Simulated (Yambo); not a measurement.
BeS (zinc blende, space group F-43m, No. 216), G0W0@PBEsol (Yambo, plasmon pole, terminator in G, 6×6×6 mesh): gap Γ → X in eV by bands and screening block.

```json
[
 {"bands (W and G)": "12", "2 Ry": "4.50", "4 Ry": "4.58", "6 Ry": "?", "8 Ry": "4.63", "10 Ry": "?"},
 {"bands (W and G)": "22", "2 Ry": "4.30", "4 Ry": "4.43", "6 Ry": "4.49", "8 Ry": "4.51", "10 Ry": "4.55"},
 {"bands (W and G)": "33", "2 Ry": "4.24", "4 Ry": "4.39", "6 Ry": "4.47", "8 Ry": "4.49", "10 Ry": "4.54"},
 {"bands (W and G)": "45", "2 Ry": "4.22", "4 Ry": "4.38", "6 Ry": "4.46", "8 Ry": "4.50", "10 Ry": "4.55"},
 {"bands (W and G)": "62", "2 Ry": "?", "4 Ry": "4.38", "6 Ry": "4.46", "8 Ry": "4.50", "10 Ry": "4.56"}
]
```

### Question
Estimate the withheld gaps from their neighbours; the computed values follow.

### Answer

- 12, 6 Ry: 4.62
- 12, 10 Ry: 4.65
- 62, 2 Ry: 4.21

The largest settings aren't shown to be the converged limit.

Geometry relaxed with PBEsol; primitive cell a = b = c = 3.4223 Å, α = β = γ = 60.00°.
